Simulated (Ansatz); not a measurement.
Theory: DFT, BLYP, plane waves (420 eV) with PAW, scalar-relativistic (Ansatz). The PAW files were generated under PBE, with cores re-solved for the functional.

An element in the bcc structure gives this curve. The cell is scaled uniformly from the relaxed one, with fractional coordinates and shape fixed. Energies are extrapolated to zero smearing, pressures are those at the given smearing. Magnetic state: spin not included.

```csv
V (Å³/atom),E − E₀ (meV/atom),P (GPa)
5.676,63.4,30.50
5.934,25.2,17.82
6.192,5.4,7.72
6.450,0.1,-0.08
6.708,5.8,-6.14
6.966,19.9,-11.00
7.224,41.2,-14.96
```

Question: Which element is it?
A. boron
B. iron
C. copper
D. carbon

Answer: A. Its fit is V₀ = 6.44 Å³/atom, B₀ = 174 GPa, B₀′ = 5.3.
